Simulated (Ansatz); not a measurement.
**Property card for YbPb5**

Level of theory: DFT PBE, scalar-relativistic, plane waves, PAW in Ansatz.

Cutoff 420 eV; k points 8×8×8 on the computed 6-atom cell (Γ-centred); Gaussian smearing, width 0.10 eV; no spin polarisation.

The structure is relaxed at this level of theory with its symmetry kept, and needn't be the ground state of this composition.

Space group F-43m (No. 216), cubic, a = 9.267 Å. Yb is surrounded by 16 Pb at 3.84–4.01 Å; Pb on a site of symmetry 3m is surrounded by 6 Pb at 3.26–3.29 Å, 3 Yb at 3.84 Å and 3 Pb at 3.84 Å; Pb on a site of symmetry -43m has 12 Pb at 3.84 Å and 4 Yb at 4.01 Å.

| Item | Value |
| --- | --- |
| Volume per atom | 223.8 bohr³ |
| Formation energy from the elements' standard states (uncorrected) | -0.043 eV/atom |
| Kohn–Sham band gap | none (metal) |
| Density of states at the Fermi level | 2.6 states/eV per cell |
| Orbital (Löwdin) character within 0.5 eV of the Fermi level | Yb 4f 78 %, Pb 6p 15 % |
| Bader charge by site (e) | Yb (1 in the cell) 1.16, Pb (4 in the cell) -0.27, Pb (1 in the cell) -0.07 |

Spin-orbit coupling is left out, which matters for the bands of heavy elements.

The cell was found from a structure generator's guess, not taken from experiment. The 4f shell has no Hubbard U here. Löwdin shares on free-atom orbitals overweight diffuse shells.
